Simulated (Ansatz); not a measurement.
The cell was built from the fluorite type and relaxed in the same program, and has space group Fm-3m; it needn't be a known or the stable phase.

An input for TeS$_{2}$ and the output that it gave: DFT, PBE, all-electron PAW with datasets made for the crystal, scalar-relativistic (Ansatz 0.2.0).

```yaml
crystal:
  lattice:
    - [0.0, 3.2774155851, 3.2774155851]
    - [3.2774155851, 0.0, 3.2774155851]
    - [3.2774155851, 3.2774155851, 0.0]
  atoms:
    - { symbol: Te, position: [0.0, 0.0, 0.0] }
    - { symbol: S, position: [0.25, 0.25, 0.25] }
    - { symbol: S, position: [0.75, 0.75, 0.75] }
kpoints:
  mp_grid: { grid: [10, 10, 10] }
  band_path:
    path:
      - [0.0, 0.0, 0.0]
      - [0.5, 0.0, 0.5]
      - [0.625, 0.25, 0.625]
      - [0.375, 0.375, 0.75]
      - [0.0, 0.0, 0.0]
      - [0.5, 0.5, 0.5]
      - [0.5, 0.25, 0.75]
      - [0.5, 0.0, 0.5]
    npoints: 8
scf:
  occupations: { method: fermi_dirac, width: 0.03 }
hamiltonian:
  xc: pbe
  pseudopotentials: { kind: all_electron, datasets: crystal }
output:
  forces: true
  stress: true
  eigenvalues: true
  efg: { contact_densities: true }
```

What the program printed:

```
hamiltonian.pseudopotentials.datasets: crystal makes datasets for this crystal and solves the spheres of its atoms anew in each pass: cutoff 200.0 eV, the density's 800.0 eV; for an error of 0.50 meV an atom under PBE, 1.5 meV for the cell; an energy difference from a run of another recipe may be off by several times the error for the cell, under r2SCAN by more, where some 0.1 meV an atom stays at smaller errors; S in spheres of 1.376 Å, 6 of its electrons in bands; Te in spheres of 1.376 Å, 6 of its electrons in bands, 10 on its site; only band paths and densities of states list, in semicore columns, the levels of the semicore shells that are solved separately: 4d of Te
Te: output.efg is read without spin–orbit coupling, which moves field gradients at and beside such atoms by some per cent and up to a factor of two; PAW files take it under magnetization.noncollinear and magnetization.spin_orbit
Engine: ansatz 0.2.0
Pseudopotentials: kind: all_electron
Pseudopotential: Te, paw, valence charge 16, recommended cutoff 200 eV (normal), Koelling and Harmon's equation, gaussian nucleus
Pseudopotential: S, paw, valence charge 6, recommended cutoff 200 eV (normal), Koelling and Harmon's equation, gaussian nucleus
Functional definition: PBE
  parameter kappa = 0.804
  parameter beta = 0.06672455060314922
  exchange = pbe_x(kappa = kappa, mu = beta*pi^2/3)
  correlation = pbe_c(beta = beta)
Crystal: 3 atoms, lattice volume = 70.408 Å³
Basis set: ecut = 200 eV, 459 PW (Γ), exchange–correlation on 48×48×48 points (8 copies of the dense FFT grid, shifted against one another)
Bands: 13, of which v1, the nominal top of the filled ones, is band 9 counted from 1 (8 counted from 0)
Symmetry: 48 space group operations
Space group: Fm-3m (ITA 225), of the structure as read, at distance tolerance 4.1e-5 Å
k-points: 47 of 1000
Non-local potential: Te, projectors of the file, l = 0: 1, l = 1: 1
Non-local potential: S, projectors of the file, l = 0: 1, l = 1: 1, l = 2: 2
PAW form: soft (Blöchl's): semilocal exchange-correlation on the pseudo side does not see the compensation charge
PAW one-centre angular grid: Te, 110 points (default); XC on its mesh's 1857 points in the sphere
PAW one-centre angular grid: S, 110 points (default); XC on its mesh's 1989 points in the sphere
Initial density: superposition of atomic densities (neutral atoms: chi_scale 0, normalization atom)
Initial wavefunctions: pseudopotential atomic-orbital guess
Functional: x = pbe(κ = 0.804, μ = 0.2195149727645171), c = pbe(β = 0.06672455060314922)
iter 1 solved again at ethr=1.80e-2 eV; its pass at ethr=1.00e-1 eV (dr2=3.24e0 eV) is discarded
SCF iter   1: F=—  HF=-206609.454714 eV  |F-HF|=—  |Δ(HF+E_count)|=         —  Δρ=5.25e-2  dr2=3.92e0  ethr=1.80e-2  ⟨swp⟩=3.4  Hψ=3480  notcnv=0
preconditioner: auto → none  [insulator: Δε(μ)=0.391 eV  Ē_g=9.124 eV  σ=0.030 eV  W_gap=1.00  n_scr=14 (ndim 8)  ℏωp=18.8 eV  f_vac=0.010  D(μ)=0.00/eV (n_scr^D=0)  ε∞_Penn≈5.2]
SCF iter   2: F=—  HF=-206608.882207 eV  |F-HF|=—  |Δ(HF+E_count)|=   5.73e-1  Δρ=3.32e-2  dr2=1.59e0  ethr=1.80e-2  ⟨swp⟩=3.0  Hψ=1741  notcnv=0
preconditioner: auto → LDOS  [metal: Δε(μ)=0.013 eV  Ē_g=8.700 eV  σ=0.030 eV  W_gap=0.11  n_scr=14 (ndim 8)  ℏωp=18.8 eV  f_vac=0.015  D(μ)=2.36/eV (n_scr^D=14)  β→1.0]
iter 3 solved again at ethr=9.65e-5 eV; its pass at ethr=8.83e-3 eV (dr2=1.74e-2 eV) is discarded
SCF iter   3: F=—  HF=-206608.497953 eV  |F-HF|=—  |Δ(HF+E_count)|=   3.84e-1  Δρ=5.46e-3  dr2=1.77e-2  ethr=9.65e-5  ⟨swp⟩=3.6  Hψ=3034  notcnv=0  defer=19
SCF iter   4: F=—  HF=-206608.499074 eV  |F-HF|=—  |Δ(HF+E_count)|=   1.12e-3  Δρ=5.67e-4  dr2=2.02e-4  ethr=9.65e-5  ⟨swp⟩=2.3  Hψ=1235  notcnv=0  defer=7
SCF iter   5: F=—  HF=-206608.499647 eV  |F-HF|=—  |Δ(HF+E_count)|=   5.73e-4  Δρ=1.51e-4  dr2=1.60e-5  ethr=1.12e-6  ⟨swp⟩=3.1  Hψ=1543  notcnv=0  defer=5
SCF iter   6: F=—  HF=-206608.499649 eV  |F-HF|=—  |Δ(HF+E_count)|=   1.60e-6  Δρ=3.71e-5  dr2=1.41e-6  ethr=8.88e-8  ⟨swp⟩=2.5  Hψ=1088  notcnv=0  defer=2
SCF iter   7: F=-206608.499649 eV  HF=-206608.499649 eV  |F-HF|=4.05e-9  |Δ(HF+E_count)|=   1.44e-7  Δρ=6.26e-6  dr2=1.67e-8  ethr=7.85e-9  ⟨swp⟩=3.0  Hψ=1296  notcnv=0  defer=1
SCF 1 converged in 7 iterations: F = -206608.499648 eV  dr2 = 1.67e-8
  Residual-converged pass: ⟨swp⟩=3.7  Hψ=1510  notcnv=0  max |occ|·‖R‖ = 6.4e-6 eV (tolerance 6.5e-6 eV)  dr2=1.63e-8  dr2_onsite=1.12e-8  max |Δocc| = 1.6e-9
  greatest PAW one-centre occupation: 0.901 electrons in one spin orbital (limit 2), on the Te atom at site 0 (counted from 0), in its partial waves of l = 0
NSCF: frozen V_eff on 57 k-points
SCF converged after 7 iterations
Free energy (F): -206608.499648 eV
Harris-Foulkes:  -206608.499648 eV  (|F-HF|=4.05e-9)
Internal energy: -206608.496500 eV  (E = F + TS)
E sigma→0 (E₀):  -206608.498074 eV
Entropy (-TS):   -0.003148 eV (-1.049 meV/atom)
Past the cutoff: the bands carry plane waves up to 1.75 times it, of which those up to 1.5 times it add -0.000095 eV an atom, each by itself; the spheres take 0.000064 eV an atom off the energy for waves past 1.75 times it
By the cutoff:   a pressure is off by up to 0.005 GPa (1.2 times the spheres' own share and the shells' term, over an atom's volume, and 0.004 GPa: a bound that held against runs at twice the plane waves)
Past the cutoffs: a stress includes 0.0012 GPa for waves and charges beyond them, in addition to the slope of what the spheres take
In the spheres:  the bands' charges fall short by 2.8e-6 e at most (sound up to 1e-3), those of shells solved beside the bands by 2.5e-7 e (sound up to 5e-4)
Fermi energy:    9.285805 eV
--- Per-component energies (eV) ---
  The terms above E_closure are by the made datasets' own strengths, without shells solved beside the bands.
--- Forces (eV/Å), atoms counted from 1 ---
  atom   1  Te    -0.00000000     0.00000000    -0.00000000
  atom   2  S      0.00000000    -0.00000000    -0.00000000
  atom   3  S      0.00000000    -0.00000000     0.00000000
  max |Σ_I F_I| component: 4.63e-18 eV/Å
--- Stress (GPa, compression-positive) ---
        0.020930       0.000000      -0.000000
        0.000000       0.020930       0.000000
       -0.000000      -0.000000       0.020930
  P = ⅓ Tr σ = 0.0209 GPa (0.209 kbar)
  It holds what live shells' own plane waves past their cutoff add
--- PAW observables at the nuclei: V_zz in 10²¹ V/m², potentials from the cell's mean, atoms counted from 1 ---
  atom   1  Te V_zz =    -0.000000   η = 0.0000   by run symmetry: forbidden
            electrostatic potential = -8644.356182 V   contact ρ = 1468710.439379 e/Å³
  atom   2  S  V_zz =    -0.000000   η = 0.0000   by run symmetry: forbidden
            electrostatic potential = -1634.151140 V   contact ρ = 19793.344836 e/Å³
  atom   3  S  V_zz =    +0.000000   η = 0.0000   by run symmetry: forbidden
            electrostatic potential = -1634.151140 V   contact ρ = 19793.344836 e/Å³
--- Band table (eV; the first three rows and the last of 47) ---
  k-point 0: bands = ["-5.8188", "-1.7098", "0.9328", "5.9177", "5.9177", "5.9177", "5.9585", "5.9585", "5.9585", "9.9970", "9.9970"]
  k-point 1: bands = ["-5.7384", "-1.7784", "0.6966", "5.3398", "5.5220", "5.5220", "6.3376", "6.3376", "6.9505", "9.9627", "10.0261"]
  k-point 2: bands = ["-5.5012", "-1.9961", "0.1415", "5.1608", "5.1608", "5.1916", "6.6211", "6.6211", "8.0456", "10.0512", "10.1881"]
  k-point 46: bands = ["-3.2663", "-2.9297", "-2.9067", "3.2308", "4.7382", "6.0485", "7.3369", "9.0265", "9.2663", "10.8416", "11.0993"]
```
